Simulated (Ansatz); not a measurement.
Input and command of a plane-wave DFT calculation in Ansatz:

```yaml
crystal:
  lattice:
    - [-3.2405241826, 3.2405241826, 3.4897952736]
    - [3.2405241826, -3.2405241826, 3.4897952736]
    - [3.2405241826, 3.2405241826, -3.4897952736]
  atoms:
    - { symbol: Si, position: [0.2013996517, 0.2013996517, 0.2013996517] }
    - { symbol: Si, position: [0.5, 0.0, 0.2986003483] }
    - { symbol: Si, position: [0.2986003483, 0.5, 0.0] }
    - { symbol: Si, position: [0.0, 0.2986003483, 0.5] }
    - { symbol: Si, position: [0.7986003483, 0.7986003483, 0.7986003483] }
    - { symbol: Si, position: [0.5, 0.0, 0.7013996517] }
    - { symbol: Si, position: [0.7013996517, 0.5, 0.0] }
    - { symbol: Si, position: [0.0, 0.7013996517, 0.5] }
basis:
  ecutwfc: 500
kpoints:
  mp_grid: { grid: [8, 8, 8] }
hamiltonian:
  xc: r2scan
scf:
  occupations: { method: gaussian, width: 0.15 }
output:
  forces: true
  stress: true
  eigenvalues: true
```

```bash
ansatz run input.yaml --threads 2 --pin off --max-ram 5120MiB --backend cpu --events-out ev --progress --plain --runs-dir out
```

Processor: Intel(R) Xeon(R) 6975P-C (Granite Rapids), 2 threads, on a host shared with other jobs.

Task: How long does it run, and how much memory does it take?

Result: About 9.2 s on 2 threads of Intel(R) Xeon(R) 6975P-C (Granite Rapids) (shared host), peak memory 1 GiB. It solves 24 bands at 95 k points (the mesh reduced by symmetry) with about 3761 plane waves, in 6 SCF iterations.
